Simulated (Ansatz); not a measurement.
MgSnO4, before and after

Recipe of this trial structure of MgSnO4: random cell by space group and Wyckoff sites (P4/mmm, No. 123). The dimensions are guesses.

POSCAR.start

```
Mg Sn O
1.0
     5.51784    0.00000    0.00000
     0.00000    5.51784    0.00000
     0.00000    0.00000    3.27102
Mg Sn O
1 1 4
Direct
  0.50000 0.50000 0.50000
  0.00000 0.00000 0.00000
  0.30901 0.00000 0.00000
  0.69099 0.00000 0.00000
  0.00000 0.30901 0.00000
  0.00000 0.69099 0.00000
```

Computed with Ansatz 0.2.0, DFT PBE, scalar-relativistic, plane waves, PAW. Cutoff 420 eV, Gaussian smearing, Γ-centred meshes. Cell and atoms relax first on a coarse mesh and then on a finer one. In between, the cell is made exact in the group found at 0.06 Å. In metals the finer mesh still leaves noise of several meV/atom or more. The steps can't lower the symmetry of their start. No spin polarisation.

POSCAR.end

```
Mg Sn O
1.0
     5.84171    0.00000    0.00000
     0.00000    5.84171    0.00000
     0.00000    0.00000    3.04262
Mg Sn O
1 1 4
Direct
  0.50000 0.50000 0.50000
  0.00000 0.00000 0.00000
  0.38233 0.00000 0.00000
  0.61767 0.00000 0.00000
  0.00000 0.38233 0.00000
  0.00000 0.61767 0.00000
```

The symmetry stays P4/mmm (No. 123). The volume per atom grows by 4.3 %, from 16.6 to 17.3 Å³. The shortest distance goes from 1.71 Å (Sn–O) to 1.37 Å (O–O). The ratio c/a of the conventional cell changes by a factor of 0.88. The energy falls by about 0.83 eV/atom (the start's value is from the coarse mesh).

```
Volume per atom                           : 17.31 Å³
Density                                   : 3.31 g/cm³
Energy over the elements                  : +0.13 eV/atom
Gap on the 6×6×12 mesh of the 6-atom cell : 0 eV (a metal)
```

Energies over the elements count from the elements' standard structures at the same level (O₂ as a molecule), with no fitted energy shifts. The references include grey tin. The separate elements lie lower, so it is unstable against them.

The last run used Gaussian smearing of 0.10 eV. A structure relaxed within its symmetry needn't be a true minimum. In all, the 3 runs took 7.9 min on 1 thread of Intel(R) Xeon(R) Processor @ 2.50GHz (Skylake/Cascade Lake), on a shared host. Another cell of MgSnO4 relaxed alike, in Cmmm, lies 1.38 eV/atom lower, so this cell isn't the stable form at this level.
